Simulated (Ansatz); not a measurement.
# Rh (Fm-3m), comparing deformations

These are results of DFT r2SCAN, scalar-relativistic, plane waves, PAW (Ansatz), not measurements. The runs took a 500 eV cutoff, a Γ-centred 22×22×22 mesh and Gaussian smearing (0.15 eV). No spin polarisation. Energies are free energies at this smearing, counted from the undisturbed cell; pressure is positive in compression.

Zero of the scan (as given, not relaxed at this level; it stands at -0.6 GPa):

```
Rh
1.0
     0.00000    1.90155    1.90155
     1.90155    0.00000    1.90155
     1.90155    1.90155    0.00000
Rh
1
Direct
  0.00000 0.00000 0.00000
```

The cell is strained by ε times a Voigt pattern (xx, yy, zz, yz, xz, xy; engineering shear) with fractional coordinates fixed. τ = (1/V0) dE/dε comes from the stress tensor. Of each scan, only the three points used here are listed.

```csv
pattern,ε,τ (GPa)
"(0, 1, 0, 0, 0, 0)",-0.0050,-1.61
"(0, 1, 0, 0, 0, 0)",0.0000,0.63
"(0, 1, 0, 0, 0, 0)",0.0050,2.80
"(1, 1, 0, 0, 0, 0)",-0.0250,-35.04
"(1, 1, 0, 0, 0, 0)",0.0000,1.26
"(1, 1, 0, 0, 0, 0)",0.0250,29.39
"(0, 0, 1, 0, 0, 0)",-0.0250,-11.32
"(0, 0, 1, 0, 0, 0)",0.0000,0.63
"(0, 0, 1, 0, 0, 0)",0.0250,10.78
```

Problem. Which constants do the scans give, and which deformation costs least for the same size of strain tensor?

Solution. The slope dτ/dε at zero (parabola through three points) is pᵀCp: (0, 1, 0, 0, 0, 0) gives C11 = 441 GPa; (1, 1, 0, 0, 0, 0) gives 2(C11 + C12) = 1289 GPa; (0, 0, 1, 0, 0, 0) gives C11 = 442 GPa. The size of the strain tensor, ε:ε, is ε² times 1.0, 2.0, 1.0. Per unit of it the stiffnesses are 441, 644, 442 GPa, so (0, 1, 0, 0, 0, 0) is the softest of these, level with (0, 0, 1, 0, 0, 0) (alike by symmetry): at ε:ε = (1 %)² the quadratic term costs 1.89 meV/atom against 2.77 for the stiffest. These are clamped-ion values.

Problem. What else follows for this cubic crystal?

Solution. From the unrounded slopes C11 = 442.0 and C12 = 202.3 GPa, so B = (C11 + 2 C12)/3 = 282 GPa and the Poisson ratio for a pull along a cube edge is C12/(C11 + C12) = 0.31.

In a metal these slopes depend on the k mesh and the smearing.

Cost: 34 runs of about 10 core-minutes in all, on Arm Neoverse V1 (shared hosts).